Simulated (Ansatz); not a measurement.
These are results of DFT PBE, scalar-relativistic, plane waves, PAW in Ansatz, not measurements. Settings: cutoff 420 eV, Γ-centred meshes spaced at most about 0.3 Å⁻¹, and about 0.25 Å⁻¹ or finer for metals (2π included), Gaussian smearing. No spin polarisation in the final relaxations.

Temperature and zero-point effects are left out.

Two relaxed structures of MgCdSe:

A.

```xyz
3
Lattice="3.7110 0.0000 0.0000 0.0000 3.7110 0.0000 0.0000 0.0000 6.4505" Properties=species:S:1:pos:R:3 pbc="T T T"
Mg    0.0000    0.0000    0.0000
Cd    0.0000    0.0000    3.2253
Se    1.8555    1.8555    0.0000
```

B.

```xyz
3
Lattice="4.7256 0.0000 0.0000 -2.3628 4.0925 0.0000 0.0000 0.0000 3.7182" Properties=species:S:1:pos:R:3 pbc="T T T"
Mg    2.3628    1.3642    1.8591
Cd    0.0000    2.7284    0.0000
Se    0.0000    0.0000    0.0000
```

Task: Which form is favoured at zero pressure, and by what margin per atom?

Result: A is lower, by 0.36 eV/atom. A has space group P4/mmm (No. 123), 29.6 Å³/atom and a gap of 0.17 eV on its mesh; B has space group P-6m2 (No. 187), 24.0 Å³/atom and no gap. Counting Se atoms around Cd and Mg (those within 1.25 times the shortest such distance or 1.15 times the sum of covalent radii, 1.27 where that leaves under three; the shortest distance is added where it exceeds 1.18 times the sum of covalent radii), A has Mg 4, Cd 8 from 4.2 Å and B has Mg 6 from 3.3 Å, Cd 3. The lower one is the more open, so pressure narrows the difference. Both come from invented guesses.

Kohn–Sham gaps at this level usually fall short of measured ones. Cells relaxed within their symmetry can be saddle points.
